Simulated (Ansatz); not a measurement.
Consider the following.

PbS (zinc blende, F-43m), a = 6.6018 Å, b = 6.6018 Å, c = 6.6018 Å, α = 90.00°, β = 90.00°, γ = 90.00°; the cell used has 2 atoms.

This is the r²SCAN-relaxed structure.

Q: All from r²SCAN (plane waves, PAW; program Ansatz), unless another level is named. Give the HSE06 gap on the r²SCAN cell.

A: 1.30 eV.

Q: Predict the band gap.

A: 0.95 eV (indirect).

Q: What about the formation energy from the elements (no fitted shifts)?

A: -0.42 eV/atom.

Q: Give the gap with spin–orbit coupling.

A: 0.84 eV.

Q: What about the conduction-band minimum?

A: at X (3 equivalent valleys).

The start of the workflow was typed in or built on a structure type; neither database checked (COD, Materials Project) lists it. It is not the phase usual at ambient conditions (space group No. 225). The cell was relaxed with r²SCAN under the symmetry of its start. At this level the phase is mechanically unstable. The references are the lowest solids computed at this level, not always the standard phases. Spin–orbit coupling is left out wherever it is not named.

Potentials: the earlier of the program's two PAW sets.
